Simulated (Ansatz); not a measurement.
Values for one crystal, relaxed and computed with plane-wave PAW PBEsol (Ansatz code); other levels are named.

* **Volume per atom**: 9.81 Å³
* **Electronic character**: metallic (no gap)
* **Mechanical stability**: stable (all eigenvalues of C positive)
* **Elastic constants (relaxed ions, GPa)**: C11 = 599, C12 = 196, C13 = 164, C33 = 671, C44 = 186
* **Pressure derivative B′**: 4.6
* **Density of states at the Fermi level**: 1.2 states/eV per atom (mean over ±0.08 eV)
* **Debye temperature from the elastic constants**: 715 K

**Question.** Which compound is it?
A) Fe, hcp (Mg type)
B) Ca, simple cubic
C) Na, hcp (Mg type)
D) Ba, simple hexagonal

**Answer.** A, Fe, hcp (Mg type)

Space group P6_3/mmc (hcp (Mg type)). This is a known high-pressure phase of the composition, computed here at zero pressure and temperature. The cell was relaxed with PBEsol under the symmetry of its start; of distortions, only those at the zone centre were tested. The run is not spin-polarised. As this level gives no gap, shear constants depend on the k-mesh and smearing (Fermi–Dirac, 0.1 eV here). On the denser mesh and wider smearing of the elastic run this cell carries a stress of 0.8 GPa.

Potentials: the later of the program's two PAW sets.
